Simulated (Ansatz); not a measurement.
# Data sheet: CoW (DFT)

CoW:
```cif
data_Co4W4
_chemical_formula_sum 'W4 Co4'
_space_group_name_H-M_alt 'Cmcm'
_space_group_IT_number 63
_space_group_name_Hall '-C 2c 2'
_cell_length_a 2.65648
_cell_length_b 9.53881
_cell_length_c 4.03831
_cell_angle_alpha 90.000
_cell_angle_beta 90.000
_cell_angle_gamma 90.000
loop_
_atom_site_label
_atom_site_type_symbol
_atom_site_symmetry_multiplicity
_atom_site_Wyckoff_symbol
_atom_site_fract_x
_atom_site_fract_y
_atom_site_fract_z
_atom_site_occupancy
W1 W 4 c 0.00000 0.34280 0.25000 1
Co1 Co 4 c 0.00000 0.07299 0.25000 1
```
(The calculation used a cell of 4 atoms; values per cell refer to that cell.)

Space group Cmcm (No. 63); conventional cell a = 2.656 Å, b = 9.539 Å, c = 4.038 Å, α = β = γ = 90.00°.

Method: DFT-PBEsol in the program Ansatz with PAW potentials. Geometry: relaxed at this level of theory. Other levels are named where they apply.

Cell and energy:

| Quantity | Value |
|---|---|
| Volume per atom | 12.79 Å³ |
| Density | 15.76 g/cm³ |
| Formation energy from the elements (no fitted shifts) | 0.069 eV/atom |

Electronic structure:

| Property | Value |
|---|---|
| Electronic character | metallic (no gap) |
| Density of states at the Fermi level | 1.3 states/eV per atom (mean over ±0.08 eV) |

Magnetism:

| Property | Value |
|---|---|
| Magnetic order | non-magnetic (starting moments vanished) |

The start of the workflow was typed in or built on a structure type; neither database checked (COD, Materials Project) lists it. Its standing as an ambient phase is unchecked. The PBEsol relaxation kept the symmetry of its start; its stability against distortions is not shown here. The workflow began spin-polarised and lost its moments. Axis ratios of metals converge slowly with the k-mesh, so a and c are less sure than the volume. The references are the lowest solids computed at this level, not always the standard phases. Scalar-relativistic: spin–orbit coupling is off unless named, which matters more the heavier the elements.

Potentials: the earlier of the program's two PAW sets. The files were generated under PBE; for other functionals the program regenerates the frozen cores, and for LDA and PBEsol the local potential too.
